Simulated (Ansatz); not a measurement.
A distorted cell of Cs2LiYCl6 (space group Fm-3m):

```yaml
crystal:
  lattice:
    - [0.00000, 5.13990, 5.13990]
    - [5.13990, 0.00000, 5.13990]
    - [5.13990, 5.13990, 0.00000]
  atoms:
    - { symbol: Cs, position: [0.75000, 0.75000, 0.75000] }
    - { symbol: Cs, position: [0.25000, 0.25000, 0.25000] }
    - { symbol: Li, position: [0.50000, 0.50000, 0.50000] }
    - { symbol: Y, position: [0.00000, 0.00000, 0.00000] }
    - { symbol: Cl, position: [0.74606, 0.25394, 0.25394] }
    - { symbol: Cl, position: [0.25394, 0.74606, 0.74606] }
    - { symbol: Cl, position: [0.25394, 0.74606, 0.25394] }
    - { symbol: Cl, position: [0.74606, 0.25394, 0.74606] }
    - { symbol: Cl, position: [0.25394, 0.25394, 0.74606] }
    - { symbol: Cl, position: [0.74606, 0.74606, 0.25394] }
```

The numbers are results of r2SCAN (plane waves to 500 eV, PAW, scalar-relativistic; Ansatz, an electronic-structure program), not measurements. k mesh 6×6×6 (Γ-centred), Fermi-Dirac smearing 0.05 eV. Energies are smeared free energies. Compression counts positive. Cs2LiYCl6 is run without spin polarisation. Cs2LiYCl6 was relaxed with its symmetry unable to fall.

Q: Give the stress tensor in GPa and the pressure.

A: 
```
   1.70     0.00     0.00
   0.00     1.70     0.00
   0.00     0.00     1.70
```
The pressure, a third of the trace, is 1.70 GPa.

Q: It is the relaxed cell scaled evenly to V/V₀ = 0.940, atoms relaxed where free. What is its energy relative to the relaxed cell?

A: 8.5 meV/atom.

(A scan under strain: stresses follow from slopes of the energy per volume, elastic moduli from its curvatures.)
